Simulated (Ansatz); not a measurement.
OsFCl as a Janus 1T monolayer at its r2SCAN geometry, run in the PAW code Ansatz at 4 levels of theory. No spin polarisation. The prototype was imposed, so other structures may be more stable.

The LDA input:
```yaml
crystal:
  lattice:
    - [3.4752908351, 0.0, 0.0]
    - [-1.7376454175, 3.0096901487, 0.0]
    - [0.0, 0.0, 29.0149698496]
  atoms:
    - { symbol: Os, position: [0.0, 0.0, 0.31073742] }
    - { symbol: F, position: [0.3333333333, 0.6666666667, 0.3458190627] }
    - { symbol: Cl, position: [0.6666666667, 0.3333333333, 0.2739976465] }
  periodic: [true, true, false]
kpoints:
  mp_grid: { grid: [12, 12, 1] }
  band_path:
    path:
      - [0.0, 0.0, 0.0]
      - [0.5, 0.0, 0.0]
      - [0.3333333333, 0.3333333333, 0.0]
      - [0.0833333333, 0.0833333333, 0.0]
      - [0.2333333333, 0.2333333333, 0.0]
      - [0.2, 0.2, 0.0]
    npoints: 1
hamiltonian:
  xc: lda
scf:
  occupations: { method: fixed }
  n_extra_bands: 4
output:
  forces: true
  stress: true
  eigenvalues: true
```

Main results, then, where recorded, the levels near the gap in eV from the Fermi energy (columns number the bands from 0), one row a point of the path (Γ, M, K, K–Γ (0.75), K–Γ (0.30), K–Γ (0.40)):
```
Crystal: 3 atoms, lattice volume = 303.483 Å³
Symmetry: 6 space group operations
Space group: P3m1 (ITA 156)
```
```
Basis set: ecut = 420 eV, 5911 PW (Γ)
k-points: 19 of 144 (time reversal used)
SCF 1 converged in 9 iterations: F = -12953.706686 eV  dr2 = 1.50e-8
Free energy (F): -12953.706686 eV
Fermi energy:    -5.130791 eV
--- Forces (eV/Å), atoms counted from 1 ---
  atom   1  Os      0.00000      0.00000    -0.63242
  atom   2  F       0.00000      0.00000    -0.32510
  atom   3  Cl      0.00000      0.00000      0.95918
--- 2D stress c σ (N/m, compression-positive) ---
       -3.749870       0.000000       0.000000
        0.000000      -3.749870       0.000000
        0.000000       0.000000       0.000000
  P = ½ c Tr σ = -3.7499 N/m
```
```tsv
band_10	band_11	band_12	band_13	band_14	band_15	band_16	band_17
-5.089	-4.968	-1.358	-1.358	-0.078	2.428	2.428	2.599
-5.841	-5.177	-1.163	-0.463	-0.351	1.335	2.238	4.707
-5.730	-5.672	-0.898	-0.686	-0.361	1.485	2.218	5.683
-5.362	-4.817	-1.250	-1.114	0.000	1.860	2.272	3.174
-5.894	-5.025	-0.886	-0.568	-0.393	1.263	2.128	5.303
-5.975	-4.856	-0.917	-0.635	-0.316	1.283	2.066	5.117
```

LDA gives an indirect gap of 1.26 eV, from K–Γ (0.75 of the way from K) to K–Γ (0.30 of the way from K); the least direct gap is 1.60 eV at K–Γ (0.40 of the way from K).

Task: In the first input these blocks are replaced (the band path and keys that only write files left aside):
```yaml
kpoints:
  mp_grid: { grid: [6, 6, 1] }
hamiltonian:
  xc: hse06
```
What comes out?

Result:
```
Basis set: ecut = 420 eV, 5911 PW (Γ)
k-points: 7 of 36 (time reversal used)
SCF 1 stopped early in 5 iterations: F = -13269.891167 eV  dr2 = 1.54e-4
Exchange kernel: α = 0.2500, screened, ω = 0.2079 Å⁻¹, Wigner–Seitz truncation, v(0) = 1045.9745 eV·Å³, q-mesh 6×6×1
SCF 2 stopped early in 8 iterations: F = -13272.091284 eV  dr2 = 4.78e-6
hybrid outer 1: dexx = +6.346e-2 eV, tail = 1.15e-4 eV
SCF 3 converged in 8 iterations: F = -13272.091184 eV  dr2 = 2.21e-11
hybrid outer 2: dexx = +1.527e-6 eV, tail = 6.57e-8 eV, Δε = 1.46e-3 eV, ΔF = 9.74e-3 eV/Å
SCF 4 converged in 3 iterations: F = -13272.091185 eV  dr2 = 2.07e-10
hybrid outer 3: dexx = +6.110e-9 eV, tail = 4.90e-10 eV, Δε = 1.64e-4 eV, ΔF = 2.41e-4 eV/Å
Free energy (F): -13272.091185 eV
Fermi energy:    -5.741908 eV
--- Forces (eV/Å), atoms counted from 1 ---
  atom   1  Os      0.00000      0.00000      0.42232
  atom   2  F       0.00000      0.00000    -0.19845
  atom   3  Cl      0.00000      0.00000    -0.22386
--- 2D stress c σ (N/m, compression-positive) ---
       -0.220786       0.000000       0.000000
        0.000000      -0.220786       0.000000
        0.000000       0.000000       0.000000
  P = ½ c Tr σ = -0.2208 N/m
```
```tsv
band_10	band_11	band_12	band_13	band_14	band_15	band_16	band_17
-5.389	-5.389	-1.421	-1.421	0.000	3.968	4.201	4.201
-6.290	-5.588	-1.183	-0.572	-0.439	3.150	4.035	6.380
-6.011	-5.992	-1.060	-0.572	-0.433	3.049	4.144	7.496
-5.670	-5.230	-1.310	-1.185	0.014	3.541	4.013	4.590
-6.399	-5.392	-0.995	-0.602	-0.446	3.019	3.885	6.988
-6.377	-5.238	-1.014	-0.704	-0.343	3.061	3.772	6.580
```
The HSE06 gap is indirect, 3.00 eV (K–Γ (0.75 of the way from K) to K–Γ (0.30 of the way from K)), below the direct gap of 3.35 eV at K–Γ (0.50 of the way from K). The lowest empty level at K lies only 30 meV higher, so the place of the conduction bottom isn't settled. The mean stress, -0.2 N/m, is small, and the program warns that its thresholds are loose for a hybrid's stress.

PBE0. Against the first input these blocks differ (the band path and keys that only write files left aside):
```yaml
kpoints:
  mp_grid: { grid: [6, 6, 1] }
hamiltonian:
  xc: pbe0
```

```
Basis set: ecut = 420 eV, 5911 PW (Γ)
k-points: 7 of 36 (time reversal used)
SCF 1 stopped early in 5 iterations: F = -13269.891068 eV  dr2 = 1.57e-4
Exchange kernel: α = 0.2500, full range, Wigner–Seitz truncation, v(0) = 16657.5640 eV·Å³, q-mesh 6×6×1
SCF 2 stopped early in 7 iterations: F = -13269.788132 eV  dr2 = 3.00e-5
hybrid outer 1: dexx = +1.058e-1 eV, tail = 1.99e-4 eV
SCF 3 converged in 8 iterations: F = -13269.788507 eV  dr2 = 1.97e-10
hybrid outer 2: dexx = +8.434e-6 eV, tail = 9.72e-8 eV, Δε = 8.17e-3 eV, ΔF = 1.35e-2 eV/Å
SCF 4 converged in 3 iterations: F = -13269.788509 eV  dr2 = 3.92e-10
hybrid outer 3: dexx = +1.037e-8 eV, tail = 9.13e-10 eV, Δε = 1.94e-4 eV, ΔF = 2.13e-4 eV/Å
Free energy (F): -13269.788509 eV
Fermi energy:    -6.136096 eV
--- Forces (eV/Å), atoms counted from 1 ---
  atom   1  Os      0.00000      0.00000      0.48982
  atom   2  F       0.00000      0.00000    -0.20818
  atom   3  Cl      0.00000      0.00000    -0.28168
--- 2D stress c σ (N/m, compression-positive) ---
       -0.082810       0.000000       0.000000
        0.000000      -0.082810       0.000000
        0.000000       0.000000       0.000000
  P = ½ c Tr σ = -0.0828 N/m
```
```tsv
band_10	band_11	band_12	band_13	band_14	band_15	band_16	band_17
-5.397	-5.397	-1.431	-1.431	-0.001	4.691	4.990	4.990
-6.311	-5.605	-1.192	-0.576	-0.442	3.932	4.825	7.149
-6.022	-6.010	-1.072	-0.571	-0.439	3.832	4.938	8.271
-5.681	-5.243	-1.319	-1.193	0.015	4.318	4.791	5.308
-6.419	-5.404	-1.006	-0.607	-0.446	3.796	4.675	7.708
-6.392	-5.249	-1.024	-0.708	-0.343	3.837	4.558	7.215
```

With PBE0 the valence top lies at K–Γ (0.75 of the way from K) and the conduction bottom at K–Γ (0.30 of the way from K), 3.78 eV higher; the smallest vertical gap, at K–Γ (0.50 of the way from K), is 4.13 eV. The lowest empty level at K lies only 36 meV higher, so the place of the conduction bottom isn't settled. The mean stress, -0.1 N/m, is small, and the program warns that its thresholds are loose for a hybrid's stress.

Task: In the first input these blocks are replaced (the band path and keys that only write files left aside):
```yaml
kpoints:
  mp_grid: { grid: [6, 6, 1] }
hamiltonian:
  xc: r2scan0
```
What comes out?

Result:
```
Basis set: ecut = 500 eV, 7773 PW (Γ)
k-points: 7 of 36 (time reversal used)
SCF 1 stopped early in 5 iterations: F = -13288.905741 eV  dr2 = 7.47e-5
Exchange kernel: α = 0.2500, full range, Wigner–Seitz truncation, v(0) = 16657.5640 eV·Å³, q-mesh 6×6×1
SCF 2 stopped early in 7 iterations: F = -13284.646390 eV  dr2 = 2.14e-5
hybrid outer 1: dexx = +5.638e-2 eV, tail = 9.39e-5 eV
SCF 3 converged in 8 iterations: F = -13284.646499 eV  dr2 = 3.08e-10
hybrid outer 2: dexx = +4.052e-6 eV, tail = 3.22e-8 eV, Δε = 2.54e-3 eV, ΔF = 2.65e-2 eV/Å
SCF 4 converged in 4 iterations: F = -13284.646500 eV  dr2 = 2.70e-11
hybrid outer 3: dexx = +2.353e-9 eV, tail = 9.78e-11 eV, Δε = 8.23e-5 eV, ΔF = 2.11e-4 eV/Å
Free energy (F): -13284.646500 eV
Fermi energy:    -6.358311 eV
--- Forces (eV/Å), atoms counted from 1 ---
  atom   1  Os      0.00000      0.00000      0.72137
  atom   2  F       0.00000      0.00000    -0.35792
  atom   3  Cl      0.00000      0.00000    -0.36342
--- 2D stress c σ (N/m, compression-positive) ---
       -0.529667       0.000000       0.000000
        0.000000      -0.529667       0.000000
        0.000000       0.000000       0.000000
  P = ½ c Tr σ = -0.5297 N/m
```
```tsv
band_10	band_11	band_12	band_13	band_14	band_15	band_16	band_17
-5.474	-5.474	-1.457	-1.457	0.000	5.118	5.320	5.320
-6.401	-5.694	-1.202	-0.619	-0.505	4.318	5.176	7.511
-6.111	-6.067	-1.119	-0.587	-0.473	4.160	5.318	8.673
-5.757	-5.341	-1.346	-1.226	0.007	4.656	5.138	5.736
-6.505	-5.490	-1.046	-0.639	-0.478	4.161	5.020	8.144
-6.459	-5.339	-1.063	-0.747	-0.366	4.206	4.892	7.644
```
r2SCAN0 gives an indirect gap of 4.15 eV, from K–Γ (0.75 of the way from K) to K; the least direct gap is 4.50 eV at K–Γ (0.50 of the way from K). The lowest empty level at K–Γ (0.30 of the way from K) lies only 1 meV higher, so the place of the conduction bottom isn't settled. The mean in-plane stress at these positions is -0.5 N/m, compression counted positive. The stress of a hybrid is loosely converged here.

Small level splittings and stresses of the hybrids carry the error of their coarser meshes.

Totals of different functionals can't be compared.

No spin-orbit coupling is included; it can move band edges with weight on the heavy atoms by tenths of an eV.
